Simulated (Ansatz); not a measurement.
## Al5GaP6: rattling a relaxed structure

The cell was found from a structure generator's guess, not taken from experiment.

Method: DFT PBE, scalar-relativistic, plane waves, PAW (Ansatz). Settings: cutoff 420 eV, Γ-centred mesh 12×12×2 on the computed 12-atom cell, Gaussian smearing of 0.02 eV; no spin polarisation.

The cell below (12 atoms, space group P3m1 (No. 156)) is relaxed within its symmetry.

```cif
data_structure
_symmetry_space_group_name_H-M 'P 1'
_symmetry_Int_Tables_number 1
_cell_length_a 3.8862
_cell_length_b 3.8862
_cell_length_c 19.1566
_cell_angle_alpha 90.000
_cell_angle_beta 90.000
_cell_angle_gamma 120.000
_cell_volume 250.55
loop_
_atom_site_label
_atom_site_type_symbol
_atom_site_fract_x
_atom_site_fract_y
_atom_site_fract_z
_atom_site_occupancy
Al1 Al 0.66667 0.33333 0.16627 1
Al2 Al 0.66667 0.33333 0.49993 1
Al3 Al 0.66667 0.33333 0.83319 1
Al4 Al 0.33333 0.66667 0.99979 1
Al5 Al 0.33333 0.66667 0.66658 1
Ga1 Ga 0.33333 0.66667 0.33352 1
P1 P 0.66667 0.33333 0.29117 1
P2 P 0.66667 0.33333 0.62485 1
P3 P 0.66667 0.33333 0.95805 1
P4 P 0.33333 0.66667 0.12466 1
P5 P 0.33333 0.66667 0.45852 1
P6 P 0.33333 0.66667 0.79146 1
```

For the test it was strained at random (σ = 1.5 % a component), the atoms were moved at random (σ = 0.15 Å), and all was relaxed again on a coarse 6×6×1 mesh (in the run’s order of axes) with 0.10 eV smearing, with no symmetry imposed.

Problem. What happens?

Solution. It returns, within 1 meV/atom of the unmoved cell on that mesh and with the same symmetry when read at 0.1 Å. No instability shows in this cell; modes of other wave vectors, which need another repeat, aren't tested.
